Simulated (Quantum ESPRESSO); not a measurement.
# TaHf3O7N: convergence and cost over cutoff and k mesh

Simulated, not a measurement. The program is pw.x of Quantum ESPRESSO 7.5 (plane-wave density functional theory). The cell is made up: 12 atoms on a rutile lattice, with randomly drawn elements, strain and displacements, not relaxed. PseudoDojo standard norm-conserving files (v0.5 for PBE, v0.4.1 for LDA and PBEsol) set the functional; there is no spin polarisation, spin-orbit coupling or dispersion term, and the masses in the input are unused placeholders.

The hafnium pseudopotential is less sure than the others, with forces about 3 percent (worst 6) and pressure in oxides about 1.5 GPa (worst 2.7) from a second method in checks, which no rerun with the same files tests.

Input of the run in row 4:

```
&control calculation='scf', pseudo_dir='./dojo.nc.sr.pbe.v0_5.standard.upf', outdir='./o', disk_io='low', tprnfor=.true., tstress=.true. /
&system ibrav=0, nat=12, ntyp=4, nbnd=54, ecutwfc=84.00895049, nosym=.true., tot_charge=0,
 occupations='smearing', smearing='fd', degauss=0.0018374661
/
&electrons conv_thr=7.350e-09, electron_maxstep=60, /
ATOMIC_SPECIES
Hf 1.0 Hf.upf
N 1.0 N.upf
O 1.0 O.upf
Ta 1.0 Ta.upf
CELL_PARAMETERS angstrom
4.9236 -0.0051 -0.0047
-0.0051 5.0095 0.0153
-0.0062 0.0203 6.7267
ATOMIC_POSITIONS angstrom
Ta 0.0087 -0.0058 0.0284
Hf 2.4032 2.4652 1.7105
Hf -0.0266 0.0607 3.3575
Hf 2.5286 2.5795 4.9799
O 1.3881 1.4275 -0.0293
O 3.444 3.3745 0.0395
O 4.0374 1.0335 1.7597
O 0.8781 4.0448 1.7456
O 1.4828 1.491 3.5458
N 3.3267 3.52 3.4391
O 3.995 1.0887 4.9128
O 1.0242 4.0307 5.1303
K_POINTS automatic
5 4 3 1 1 1
```

The same cell was run at these settings. Meshes are shifted by half a step, and differences are from the last row, which is itself not exact.

| cutoff (eV) | k mesh | k points solved | threshold (eV) | free energy less the last row's (eV) | pressure (GPa) | largest stress difference (GPa) | largest force difference (eV/Å) | iterations | wall time (s) | k-point pools | processor |
| --- | --- | --- | --- | --- | --- | --- | --- | --- | --- | --- | --- |
| 800 | 2 x 2 x 2 | 4 | 1e-04 | 1.124 | -23.72 | 7.47 | 0.067 | 13 | 33 | 4 | Intel Xeon, older |
| 1143 | 1 x 1 x 1 | 1 | 1e-07 | 0.814 | -14.75 | 3.90 | 0.687 | 19 | 58 | 4 | Intel Xeon, older |
| 852 | 5 x 4 x 3 | 30 | 1e-07 | 0.546 | -20.61 | 4.27 | 0.005 | 18 | 193 | 4 | Intel Xeon, older |
| 1143 | 5 x 4 x 3 | 30 | 1e-07 | 0.003 | -16.39 | 0.03 | 0.002 | 18 | 288 | 4 | Intel Xeon, older |
| 1437 | 7 x 6 x 5 | 105 | 1e-07 | 0.000 | -16.36 | 0.00 | 0.000 | 18 | 1476 | 4 | Intel Xeon, older |

Each pool is one process. Wall times include start-up and a band step at six k points, which weighs most on the coarsest meshes. The runs were on shared virtual cores whose load varied, so times are rough.